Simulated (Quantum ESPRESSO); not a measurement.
# Kohn-Sham bands of BaTiO₃ (Amm2)

```
CELL_PARAMETERS angstrom
      3.98333     0.00000     0.00000
      0.00000     2.86259     2.87534
      0.00000    -2.86259     2.87534
ATOMIC_POSITIONS crystal
  Ba 0.00000 0.00341 0.00341
  Ti 0.50000 0.51850 0.51850
  O  0.50000 0.97843 0.49135
  O  0.50000 0.49135 0.97843
  O  0.00000 0.48820 0.48820
```

Materials Project entry mp-5777; symmetrised, unrelaxed at this level. COD (Crystallography Open Database) has the formula in 5 space groups, this one among them (matched by group alone). Computed values, not measurements, from LDA: Quantum ESPRESSO (norm-conserving PseudoDojo potentials, cutoff 68 Ry, no spin polarisation, no spin-orbit coupling) on a Γ-centred 8×8×8 mesh, then Wannier90. Density: 8×8×8 mesh, cold smearing 0.01 Ry. Spin-orbit coupling is left out although heavy elements are present.

Q: List the Kohn-Sham levels between −8 and 5.1 eV relative to the valence-band maximum at the high-symmetry points, as a band run of pw.x on that density gives them (levels within 2 meV counted together).

A: 
```tsv
point	k (reciprocal lattice)	levels (eV)
Γ	0.000 0.000 0.000	-2.28, -2.27, -2.24, -1.40, -1.34, -1.14, -0.50, -0.47, -0.38, 2.13, 2.34, 2.41, 4.37, 4.41, 4.88, 5.10
Y	0.000 0.500 0.500	-4.15, -3.98, -3.65, -2.67, -2.66, -1.64, -0.90, -0.83, -0.22, 3.69, 3.73, 4.03, 5.13
C_0	0.000 0.502 0.498	-4.15, -3.98, -3.65, -2.67, -2.66, -1.64, -0.90, -0.83, -0.22, 3.69, 3.73, 4.03, 5.13
Σ_0	0.000 0.498 -0.498	-4.15, -3.98, -3.65, -2.67, -2.66, -1.64, -0.90, -0.83, -0.22, 3.69, 3.73, 4.03, 5.13
Z	0.500 0.000 0.000	-3.90, -2.72, -2.70, -2.21, -2.14, -1.67, -1.56, -1.14, -1.00, 2.50, 3.64, 3.80, 4.35
A_0	0.500 0.498 -0.498	-4.38, -3.66, -3.65, -2.42, -2.38, -2.36, -0.17, -0.02, 0.00, 4.23, 4.27, 4.37
E_0	0.500 0.502 0.498	-4.38, -3.66, -3.65, -2.42, -2.38, -2.36, -0.17, -0.02, 0.00, 4.23, 4.27, 4.37
T	0.500 0.500 0.500	-4.38, -3.66, -3.65, -2.42, -2.38, -2.36, -0.17, -0.02, 0.00, 4.23, 4.27, 4.37
S	0.000 0.500 0.000	-3.89, -2.70, -2.68, -2.19, -1.88, -1.83, -1.68, -0.92, -0.76, 2.34, 3.67, 3.70, 4.35
R	0.500 0.500 0.000	-4.19, -3.99, -3.66, -2.78, -2.63, -1.71, -0.92, -0.89, -0.05, 3.73, 3.75, 4.10, 4.83
```
